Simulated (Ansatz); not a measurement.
C:
```cif
data_C24
_chemical_formula_sum 'C24'
_space_group_name_H-M_alt 'P63/mmc'
_space_group_IT_number 194
_space_group_name_Hall '-P 6c 2c'
_cell_length_a 6.84537
_cell_length_b 6.84537
_cell_length_c 6.71935
_cell_angle_alpha 90.000
_cell_angle_beta 90.000
_cell_angle_gamma 120.000
loop_
_atom_site_label
_atom_site_type_symbol
_atom_site_symmetry_multiplicity
_atom_site_Wyckoff_symbol
_atom_site_fract_x
_atom_site_fract_y
_atom_site_fract_z
_atom_site_occupancy
C1 C 12 j 0.46000 0.12658 0.25000 1
C2 C 12 j 0.07809 0.33327 0.25000 1
```

Relaxed with r²SCAN+D4.

Problem. Which orbitals make up the states near the band edges in r²SCAN+D4 in the plane-wave PAW code Ansatz?

Solution. Top 1 eV of the valence band: C 2p 99 %. Bottom 1 eV of the conduction band: C 2p 99 %. Projections are on Löwdin-orthogonalised atomic valence shells; empty p or d shells of many metals are not among them.

Problem. Tabulate the density of states.

Solution. States/eV per cell of 24 atoms, in 0.25 eV bins, energy from the valence-band maximum.

```csv
E (eV),total,C 2p,C 2s
-7.86,7.34,6.85,0.45
-7.61,3.87,3.66,0.18
-7.36,1.08,1.03,0.00
-7.11,2.02,1.95,0.01
-6.86,3.32,3.17,0.06
-6.61,13.67,12.46,1.06
-6.36,18.05,17.02,0.80
-6.11,8.38,7.97,0.34
-5.86,1.54,1.47,0.06
-5.61,1.21,1.19,0.00
-5.36,3.55,3.49,0.01
-5.11,7.08,6.98,0.01
-4.86,4.31,4.25,0.01
-4.61,4.63,4.59,0.01
-4.36,3.53,3.50,0.01
-4.11,3.94,3.91,0.00
-3.86,3.44,3.42,0.00
-3.61,2.74,2.72,0.00
-3.36,5.76,5.72,0.02
-3.11,8.42,8.19,0.19
-2.86,15.62,15.12,0.43
-2.61,15.24,14.81,0.35
-2.36,10.19,9.99,0.16
-2.11,12.23,12.03,0.16
-1.86,8.68,8.61,0.04
-1.61,1.91,1.90,0.00
-1.36,1.43,1.42,0.00
-1.11,1.77,1.75,0.00
-0.86,3.41,3.39,0.00
-0.61,5.96,5.92,0.00
-0.36,2.43,2.41,0.00
-0.11,0.40,0.40,0.00
0.14,0.00,0.00,0.00
0.39,0.54,0.53,0.00
0.64,1.93,1.90,0.00
0.89,3.35,3.30,0.00
1.14,3.81,3.75,0.00
1.39,2.74,2.69,0.00
1.64,1.19,1.17,0.00
1.89,0.89,0.87,0.00
2.14,1.22,1.19,0.00
2.39,2.84,2.77,0.00
2.64,3.86,3.74,0.00
2.89,2.78,2.69,0.00
3.14,2.00,1.93,0.00
3.39,1.69,1.63,0.00
3.64,1.83,1.72,0.04
3.89,3.14,2.67,0.35
4.14,6.92,5.81,0.85
4.39,10.98,9.54,1.01
4.64,12.06,11.00,0.47
4.89,13.87,12.86,0.44
5.14,3.99,3.65,0.12
```

Space group P6_3/mmc. The start of the workflow was typed in or built on a structure type. Its sites differ from those of the usual phase in this space group: another stacking or structure type. Symmetry was held in the r²SCAN+D4 relaxation; whether a distortion lowers the energy is not shown.

Potentials: the later of the program's two PAW sets.
